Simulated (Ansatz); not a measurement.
MoIr:
```yaml
crystal:
  lattice:
    - [0.00000, 2.55919, 2.55919]
    - [2.55919, 0.00000, 2.55919]
    - [2.55919, 2.55919, 0.00000]
  atoms:
    - { symbol: Ir, position: [0.00000, 0.00000, 0.00000] }
    - { symbol: Mo, position: [0.50000, 0.50000, 0.50000] }
```

Relaxed with PBEsol. Special points in fractions of this cell's reciprocal vectors: Γ (0.000, 0.000, 0.000); X (0.500, 0.000, 0.500); U (0.625, 0.250, 0.625); K (0.375, 0.375, 0.750); L (0.500, 0.500, 0.500); W (0.500, 0.250, 0.750).

Q: List the band energies nearest the Fermi level at these points for PBEsol in the plane-wave PAW code Ansatz.

A: In eV from the Fermi level; about four levels below and three above (degenerate sets whole), none deeper than 8.9 eV; … stands for higher levels left out; points with the same levels are listed once.

| k | below | above |
|---|---|---|
| Γ | -5.80 -5.80 -5.20 -5.20 -5.20 | 2.29 2.29 2.29 |
| X | -4.20 -1.71 -1.71 -0.87 | 0.50 0.50 2.53 |
| U | -4.16 -3.55 -2.21 -0.17 | 0.49 0.89 1.19 |
| L | -1.97 -1.97 -0.62 -0.05 -0.05 | 2.10 … |
| W | -4.66 -2.66 -1.68 -1.19 | 0.45 0.86 0.86 |

Space group Fm-3m (rock salt). The start of the workflow was typed in or built on a structure type; neither database checked (COD, Materials Project) lists it. COD files the formula under space group No. 51. Its standing as an ambient phase is unchecked. The cell was relaxed with PBEsol under the symmetry of its start. At this level the phase is mechanically unstable. The run is not spin-polarised. Its formation energy is positive at this level, so the cell may be metastable or incomplete. Scalar-relativistic: spin–orbit coupling is off unless named, which matters more the heavier the elements.

Potentials: the later of the program's two PAW sets.
